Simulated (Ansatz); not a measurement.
HfO₂:
```cif
data_Hf2O4
_chemical_formula_sum 'Hf2 O4'
_space_group_name_H-M_alt 'P42/nmc :1'
_space_group_IT_number 137
_space_group_name_Hall 'P 4n 2n -1n'
_cell_length_a 3.56708
_cell_length_b 3.56708
_cell_length_c 5.16594
_cell_angle_alpha 90.000
_cell_angle_beta 90.000
_cell_angle_gamma 90.000
loop_
_space_group_symop_operation_xyz
  'x, y, z'
  '-y+1/2, x+1/2, z+1/2'
  '-x, -y, z'
  'y+1/2, -x+1/2, z+1/2'
  'x+1/2, -y+1/2, -z+1/2'
  '-y, -x, -z'
  '-x+1/2, y+1/2, -z+1/2'
  'y, x, -z'
  '-x+1/2, -y+1/2, -z+1/2'
  'y, -x, -z'
  'x+1/2, y+1/2, -z+1/2'
  '-y, x, -z'
  '-x, y, z'
  'y+1/2, x+1/2, z+1/2'
  'x, -y, z'
  '-y+1/2, -x+1/2, z+1/2'
loop_
_atom_site_label
_atom_site_type_symbol
_atom_site_symmetry_multiplicity
_atom_site_Wyckoff_symbol
_atom_site_fract_x
_atom_site_fract_y
_atom_site_fract_z
_atom_site_occupancy
Hf1 Hf 2 a 0.00000 0.00000 0.00000 1
O1 O 4 d 0.00000 0.50000 0.20010 1
```

Relaxed with PBEsol. The program Ansatz at the PBEsol level (PAW) gives a gap of 4.57 eV.

### Question
What gap does HSE06 give on the same cell (Ansatz, PAW)?

### Answer
6.34 eV, 1.77 eV more. The hybrid was solved on a coarser mesh and at special points; its gap is the smallest among all of these.

```json
[
 {"k": "Γ", "v1 PBEsol": "-0.08", "c1 PBEsol": "4.57", "v1 HSE06": "-0.09", "c1 HSE06": "6.34"},
 {"k": "Z", "v1 PBEsol": "-0.01", "c1 PBEsol": "5.29", "v1 HSE06": "___", "c1 HSE06": "___"},
 {"k": "M", "v1 PBEsol": "-0.44", "c1 PBEsol": "5.55", "v1 HSE06": "___", "c1 HSE06": "___"},
 {"k": "A", "v1 PBEsol": "0.00", "c1 PBEsol": "5.89", "v1 HSE06": "___", "c1 HSE06": "___"},
 {"k": "R", "v1 PBEsol": "-0.99", "c1 PBEsol": "5.18", "v1 HSE06": "___", "c1 HSE06": "___"},
 {"k": "X", "v1 PBEsol": "-0.16", "c1 PBEsol": "5.02", "v1 HSE06": "-0.19", "c1 HSE06": "6.80"}
]
```

### Question
Top valence (v1) and lowest conduction level (c1) in eV from each method's valence maximum (which need not be a listed point): supply the withheld HSE06 values.

### Answer

- R, v1 HSE06: -1.09
- R, c1 HSE06: 6.99
- M, v1 HSE06: -0.44
- M, c1 HSE06: 7.34
- Z, v1 HSE06: -0.01
- Z, c1 HSE06: 7.14
- A, v1 HSE06: 0.00
- A, c1 HSE06: 7.77

Cost on shared cores: the PBEsol run (SCF on a 8×8×6 mesh, then bands and DOS) about 70 core-seconds (a rough figure), the HSE06 run (SCF on 5×5×3, then a few points) around 3 core-minutes (rough); the tasks are unlike.

Space group P4_2/nmc. This is a known high-temperature phase of the composition, computed here at zero pressure and temperature. The PBEsol relaxation kept the symmetry of its start; whether a distortion lowers the energy is not shown. The run is not spin-polarised. Spin–orbit coupling is left out wherever it is not named.

Potentials: the later of the program's two PAW sets.
